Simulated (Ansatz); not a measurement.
Input:

InP:
```cif
data_In4P4
_chemical_formula_sum 'In4 P4'
_space_group_name_H-M_alt 'P 1'
_space_group_IT_number 1
_cell_length_a 7.20178
_cell_length_b 7.20178
_cell_length_c 4.18676
_cell_angle_alpha 90.000
_cell_angle_beta 90.000
_cell_angle_gamma 90.000
loop_
_space_group_symop_operation_xyz
  'x, y, z'
loop_
_atom_site_label
_atom_site_type_symbol
_atom_site_fract_x
_atom_site_fract_y
_atom_site_fract_z
_atom_site_occupancy
In1 In 0.32234 0.67766 0.00000 1
In2 In 0.67766 0.32234 0.00000 1
In3 In 0.82234 0.82234 0.50000 1
In4 In 0.17766 0.17766 0.50000 1
P1 P 0.31832 0.31832 0.00000 1
P2 P 0.68168 0.68168 0.00000 1
P3 P 0.18168 0.81832 0.50000 1
P4 P 0.81832 0.18168 0.50000 1
```

This is the r²SCAN-relaxed structure.

All from r²SCAN in the plane-wave PAW code Ansatz, unless another level is named. Predict the electron effective mass.

0.081, 0.091, 0.091 mₑ (principal values).

What about the gap with spin–orbit coupling?

1.14 eV.

Give the weight of the conduction-edge state by species (Voronoi cells).

In 55 %, P 45 %.

Space group P4_2/mnm. The start of the workflow was typed in or built on a structure type; neither database checked (COD, Materials Project) lists it. It is not the phase usual at ambient conditions (space group No. 216). The cell was relaxed with r²SCAN under the symmetry of its start; its stability against distortions is not shown here. The volume moved by 22 % from the start of the relaxation. Scalar-relativistic: spin–orbit coupling is off unless named, which matters more the heavier the elements.

Potentials: the later of the program's two PAW sets.
